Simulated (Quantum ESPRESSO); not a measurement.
# Kohn-Sham bands of C (P6₃/mmc)

```xyz
4
Lattice="2.4673 0.0000 0.0000 -1.2336 2.1367 0.0000 0.0000 0.0000 7.8031" Properties=species:S:1:pos:R:3 pbc="T T T"
C      0.0000     0.0000     1.9508
C      0.0000     0.0000    -1.9508
C      1.2336    -0.7122     1.9508
C     -1.2336     0.7122    -1.9508
```

Cell from Materials Project (mp-48), symmetrised, no further relaxation. COD (Crystallography Open Database) has the formula in 8 space groups, this one among them (matched by group alone). Level: PBEsol, no spin polarisation, no spin-orbit coupling; pw.x of Quantum ESPRESSO at 66 Ry with PseudoDojo potentials, 18×18×4 k-points, Wannier90. Density: 18×18×4 mesh, cold smearing 0.01 Ry. The cell is built of weakly bound layers, chains or molecules, whose nearest atoms lie 3.90 Å apart. Database cells relaxed without dispersion often hold them too far apart, which can enlarge gaps and weakens couplings between them; spacing and stacking were not compared with the measured crystal.

Problem. List the Kohn-Sham levels between −8 and 3.0 eV relative to the Fermi level at the high-symmetry points, as a band run of pw.x on that density gives them (levels within 2 meV counted together).

Solution. 
| point | k (reciprocal lattice) | levels (eV) |
|---|---|---|
| Γ | 0.000 0.000 0.000 | -7.21, -3.01 (×2), -3.00 (×2) |
| M | 0.500 0.000 0.000 | -6.42, -6.41, -2.53, -2.25, 1.50, 1.85 |
| K | 0.333 0.333 0.000 | -0.27, -0.02 (×2), 0.25 |
| A | 0.000 0.000 0.500 | -7.68 (×2), -3.00 (×4) |
| L | 0.500 0.000 0.500 | -6.42 (×2), -2.38 (×2), 1.63 (×2) |
| H | 0.333 0.333 0.500 | -0.02 (×2), -0.01 (×2) |
